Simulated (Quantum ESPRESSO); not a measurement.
## Band energies of MgS

```
MgS
1.0
    0.00000     2.60440     2.60440
    2.60440     0.00000     2.60440
    2.60440     2.60440     0.00000
Mg S
1 1
Cartesian
  0.00000   0.00000   0.00000
  2.60440   2.60440   2.60440
```

norm-conserving PBE (Quantum ESPRESSO, 84 Ry, without SOC); path ΓXWKΓLUWLK,UX; energies in eV from the valence-band maximum.

```csv
k (1/Å),point,band 4,band 5,band 6,band 7,band 8,band 9,band 10,band 11
0.00,Γ,-41.53,-12.65,0.00,0.00,0.00,3.69,7.96,7.96
0.55,,-41.54,-12.03,-2.27,-0.84,-0.84,5.26,5.87,7.90
1.21,X,-41.54,-10.98,-4.16,-1.67,-1.67,2.78,4.42,11.97
1.81,W,-41.54,-10.94,-3.20,-3.20,-2.34,5.24,7.95,7.95
1.95,,-41.54,-10.95,-3.46,-3.07,-2.09,4.92,7.12,8.47
2.24,K,-41.54,-10.98,-3.67,-3.16,-1.35,3.91,6.70,9.67
2.66,,-41.54,-11.42,-3.68,-2.31,-0.62,5.68,7.56,7.87
3.30,,-41.53,-12.54,-0.69,-0.18,-0.02,4.31,7.61,8.12
3.52,Γ,-41.53,-12.65,0.00,0.00,0.00,3.69,7.96,7.96
3.93,,-41.53,-12.27,-2.10,-0.22,-0.22,4.93,7.81,8.09
4.46,,-41.54,-11.39,-4.71,-0.57,-0.57,4.57,6.93,6.93
4.56,L,-41.54,-11.34,-4.81,-0.58,-0.58,4.54,6.89,6.89
5.09,,-41.54,-11.08,-4.02,-2.70,-1.12,4.51,7.34,8.69
5.30,U,-41.54,-10.98,-3.67,-3.16,-1.35,3.91,6.70,9.67
5.73,W,-41.54,-10.94,-3.20,-3.20,-2.34,5.24,7.95,7.95
6.24,,-41.54,-11.21,-4.46,-1.72,-0.93,5.72,5.82,7.89
6.58,L,-41.54,-11.34,-4.81,-0.58,-0.58,4.54,6.89,6.89
6.74,,-41.54,-11.31,-4.73,-0.92,-0.65,4.91,6.52,7.10
7.23,,-41.54,-11.00,-3.68,-3.17,-1.27,4.10,7.08,9.33
7.32,K,-41.54,-10.98,-3.67,-3.16,-1.35,3.91,6.70,9.67
7.32,U,-41.54,-10.98,-3.67,-3.16,-1.35,3.91,6.70,9.67
7.74,X,-41.54,-10.98,-4.16,-1.67,-1.67,2.78,4.42,11.97
```

The PBE gap is indirect, 2.78 eV, from Γ to X; the smallest direct gap is 3.69 eV.

Geometry of the Materials Project entry, not relaxed at this level.
